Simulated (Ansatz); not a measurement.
Starting cell, ZnS (wurtzite):

```xyz
4
Lattice="3.8451 0.0000 0.0000 -1.9226 3.3300 0.0000 0.0000 0.0000 6.3057" Properties=species:S:1:pos:R:3 pbc="T T T"
Zn     1.9226     1.1100     6.3047
Zn     0.0000     2.2200     3.1519
S      1.9226     1.1100     3.9432
S      0.0000     2.2200     0.7904
```

The atoms are displaced by Q × the pattern below (from a DFPT mode at Γ, largest move 1; Q in Å), at fixed cell. It is one choice among 2 degenerate patterns.

```csv
atom,x,y,z
Zn1,0.000,-0.396,0.000
Zn2,0.000,0.396,0.000
S3,0.000,-1.000,0.000
S4,0.000,1.000,0.000
```

Method: PBE (plane waves to 420 eV, PAW, scalar-relativistic; Ansatz, a first-principles code). k mesh 10×10×5 (Γ-centred), Fermi-Dirac smearing 0.05 eV. The energy includes the smearing's −TS. ZnS was relaxed with its symmetry unable to fall. ΔE is measured from the undisplaced structure.

```csv
Q (Å),ΔE (meV/cell)
-0.1000,withheld
-0.0833,68.2
-0.0667,44.8
-0.0500,25.8
-0.0333,11.8
-0.0167,3.0
0.0000,0.0
0.0167,3.2
0.0333,13.1
0.0500,30.2
0.0667,55.1
0.0833,88.4
0.1000,130.8
```

Problem. Fit a polynomial form (powers 2, 3, 4) to the given rows and predict ΔE at Q = -0.1000.

Solution. Least squares on the 12 given rows: ΔE = (11160)·Q² + (17450)·Q³ + (17990)·Q⁴, in meV/cell with Q in Å; root-mean-square residual 0.04 meV/cell. At -0.1000 the fit gives 95.9 meV/cell; the calculation gives 95.7 meV/cell, so the extrapolation is off by 0.2 (+0.2 %). The quadratic term alone would give 111.6 meV/cell.

(For displaced atoms, the force is minus the slope of the energy, and its curvature is a force constant, which sets phonon frequencies.)
